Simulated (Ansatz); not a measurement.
System: HgTe (zinc blende type), 2 atoms in the cell.

All numbers below come from Ansatz 0.2.0 development build, HSE06, plane waves, PAW datasets (earlier set, tuned by hand).

Cutoff 690 eV; exchange singularity: regularized; k-mesh 6×6×6 Γ-centred; Fermi–Dirac smearing of 0.02 eV; no spin polarisation; no spin–orbit coupling.

```xyz
2
Lattice="0.0000 3.3300 3.3300 3.3300 0.0000 3.3300 3.3300 3.3300 0.0000" Properties=species:S:1:pos:R:3 pbc="T T T"
Hg    0.0000    0.0000    0.0000
Te    1.6650    1.6650    1.6650
```

Task: Is the cell under compression or tension, and by how much?

Result: The pressure is -1.51 GPa, so at these settings the cell is stretched and would shrink.

The stress includes the program's correction for the finite plane-wave basis.

The k-mesh is modest, so these values aren't fully converged in k.
